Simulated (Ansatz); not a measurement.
# WS2 (P6_3/mmc) under strain

WS2 (started from an entry of an open crystallographic database), relaxed with r2SCAN+rVV10 in Ansatz. It is hexagonal, P6_3/mmc (No. 194); a = 3.170 Å, c = 12.491 Å in the conventional setting, 18.12 Å³ an atom. Around W lie 6 S at 2.41 Å; around S lie 3 W at 2.41 Å.

The axes x, y and z are those of this cell:
```
CELL_PARAMETERS angstrom
3.16994 0.00000 0.00000
-1.58497 2.74525 0.00000
0.00000 0.00000 12.49112
ATOMIC_POSITIONS crystal
W 0.33333 0.66667 0.25000
W 0.66667 0.33333 0.75000
S 0.33333 0.66667 0.62489
S 0.66667 0.33333 0.12489
S 0.33333 0.66667 0.87511
S 0.66667 0.33333 0.37511
```

Unstrained: The PBE gap is indirect, 1.042 eV (Γ to Γ–K (0.52 of the way from Γ)), below the direct gap of 1.773 eV at K. The r2SCAN gap is indirect, 1.151 eV (Γ to Γ–K (0.52 of the way from Γ)), below the direct gap of 1.898 eV at K. HSE06 gives an indirect gap of 1.573 eV, from Γ to Γ–K (0.52 of the way from Γ); the least direct gap is 2.258 eV at K. Meshes: PBE 12×12×2, r2SCAN 12×12×2, HSE06 6×6×2. Strains are changes of length per length. After each strain the atoms were relaxed again with r2SCAN+rVV10 within the symmetry that the strain leaves, so tilts or polar shifts that break it weren't tested; points keep the names that they have in the unstrained zone. Spin-unpolarised throughout; all numbers are computed.

Changes of the least gap in eV (an overlap counts as a negative gap):
```json
{"strain": "isotropic -4.56 % on every length", "volume change (%)": "-13.1", "space group": "P6_3/mmc", "PBE": "-0.290", "r2SCAN": "-0.281", "HSE06": "-0.322"}
{"strain": "uniaxial -0.92 % along y", "volume change (%)": "-0.9", "space group": "Cmcm", "PBE": "+0.002", "r2SCAN": "+0.004", "HSE06": "+0.004"}
{"strain": "uniaxial +4.59 % along z", "volume change (%)": "+4.6", "space group": "P6_3/mmc", "PBE": "+0.220", "r2SCAN": "+0.226", "HSE06": "+0.243"}
```

Isotropic -4.56 % on every length. HSE06: the gap goes from 1.573 to 1.251 eV (-0.322 eV); the edges go from Γ → Γ–K (0.52) to Γ → Γ–K (0.54). Stress change with PBE, compression positive: xx +18.85, yy +18.85, zz +7.03 GPa.

Uniaxial -0.92 % along y, other directions held. HSE06: the gap goes from 1.573 to 1.577 eV (+0.004 eV). Stress change with PBE, compression positive: xx +0.55, yy +2.34, zz +0.17 GPa.

Uniaxial +4.59 % along z, other directions held. HSE06: the gap goes from 1.573 to 1.816 eV (+0.243 eV). Stress change with PBE, compression positive: xx -0.41, yy -0.41, zz -1.48 GPa.

No spin-orbit coupling is included; it can move band edges with weight on the heavy atoms by tenths of an eV.

Where an edge lies off the special points, it is a point of the mesh or the k point where a search put PBE's edge or least direct gap, reused for the other functionals, whose own edges may lie a little apart.

The meshes of the hybrids are coarse, so their gaps aren't converged to the digits shown.
